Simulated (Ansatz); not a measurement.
TiB2 in space group P6/mmm (No. 191; Ti on 1a, B on 2d) at seven volumes, PBE in the plane-wave PAW code Ansatz, shape and atoms relaxed at each. One row is withheld.

```csv
V (Å³/atom),P (GPa)
7.787,28.35
8.044,17.46
8.300,8.07
8.557,-0.01
8.814,-6.99
9.070,?
9.327,-18.22
```

Problem. Fit the shown pressures and predict the withheld one.

Solution. P = (3/2)B₀(x^(7/2) − x^(5/2))[1 + (3/4)(B′ − 4)(x − 1)] with x = (V₀/V)^(2/3). Least squares on the six rows gives V₀ = 8.557 Å³/atom, B₀ = 250 GPa, B′ = 3.91. At V = 9.070, x = 0.9619 and P = -12.99 GPa. The run itself gave -13.02 GPa.

The cell was relaxed with PBE under the symmetry of its start. No spin polarisation was allowed.

Potentials: the later of the program's two PAW sets.
